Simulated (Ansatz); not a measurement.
**Relaxing an invented Ge3S4 structure**

Computed with DFT PBE, scalar-relativistic, plane waves, PAW in Ansatz 0.2.0. Cutoff 420 eV, Gaussian smearing, Γ-centred meshes. Cell and atoms relax first on a coarse mesh and then on a finer one. In between, the cell is made exact in the group found at 0.06 Å. In metals the finer mesh still leaves noise of several meV/atom or more. The steps can't lower the symmetry of their start. No spin polarisation.

Recipe of this trial structure of Ge3S4: random cell by space group and Wyckoff sites (Im-3m, No. 229). Its size is a rough estimate.

```
CELL_PARAMETERS angstrom
-3.48416 3.48416 3.48416
3.48416 -3.48416 3.48416
3.48416 3.48416 -3.48416
ATOMIC_POSITIONS crystal
Ge 0.00000 0.50000 0.50000
Ge 0.50000 0.00000 0.50000
Ge 0.50000 0.50000 0.00000
S 0.50000 0.50000 0.50000
S 0.00000 0.00000 0.50000
S 0.00000 0.50000 0.00000
S 0.50000 0.00000 0.00000
```

The zero of energy is the elements' standard structures at the same level; no fitted shifts are applied.

Question: Where does the relaxation end?

Answer: The symmetry stays Im-3m (No. 229). The volume per atom shrinks by 20.0 %, from 24.2 to 19.3 Å³. The shortest distance goes from 3.02 Å (Ge–S) to 2.80 Å (Ge–S). The energy falls by about 0.15 eV/atom (the start's value is from the coarse mesh). Conventional cell: a = 6.469 Å. Ge is surrounded by 8 S at 2.80 Å and 4 Ge at 3.23 Å; S is surrounded by 6 Ge at 2.80 Å and 6 S at 3.23 Å.

```xyz
7
Lattice="-3.2344 3.2344 3.2344 3.2344 -3.2344 3.2344 3.2344 3.2344 -3.2344" Properties=species:S:1:pos:R:3 pbc="T T T"
Ge    3.2344    0.0000    0.0000
Ge    0.0000    3.2344    0.0000
Ge    0.0000    0.0000    3.2344
S     1.6172    1.6172    1.6172
S     1.6172    1.6172   -1.6172
S     1.6172   -1.6172    1.6172
S    -1.6172    1.6172    1.6172
```

Question: Give its energy and gap.

Answer:

| Quantity | Value |
| --- | --- |
| Energy over the elements | +0.29 eV/atom |
| Gap on the 8×8×8 mesh of the 7-atom cell | 0 eV (a metal) |

It can't be a ground state, since the elements alone are lower.

The last run used Gaussian smearing of 0.10 eV. The reference form of S is held partly by dispersion forces, which this level lacks. A structure relaxed within its symmetry needn't be a true minimum. In all, the 3 runs took 18 s on 1 thread of AMD EPYC 9R45 96-Core Processor (Zen 5) (shared host).
